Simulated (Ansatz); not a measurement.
Values for one crystal, relaxed and computed with DFT-PBEsol in the program Ansatz with PAW potentials; other levels are named.

- Volume per atom: 13.69 Å³
- Electronic character: metallic (no gap)
- Density of states at the Fermi level: 0.89 states/eV per atom (mean over ±0.08 eV)
- Bulk modulus (Birch–Murnaghan fit): 231 GPa
- Pressure derivative B′: 5.2
- Formation energy from the elements (no fitted shifts): -0.49 eV/atom

### Question
Pick the material that matches.
A. SnGeO3, P4mm (Ge on 1b, Sn on 1a, O on 1b, O on 2c)
B. GeRh2, Pnma (Ge on 4c, Rh on 4c, Rh on 4c)
C. MnB, Pnma (Mn on 4c, B on 4c)
D. Ge2Mo, MoSi2 or CaC2 type

### Answer
B, GeRh2, Pnma (Ge on 4c, Rh on 4c, Rh on 4c)

The workflow started from an entry of the Crystallography Open Database (COD). Whether it is the stable phase at ambient conditions was not checked. Symmetry was held in the PBEsol relaxation; its stability against distortions is not shown here. No spin polarisation was allowed. The references are the lowest solids computed at this level, not always the standard phases. Spin–orbit coupling is left out wherever it is not named.

Potentials: the later of the program's two PAW sets.
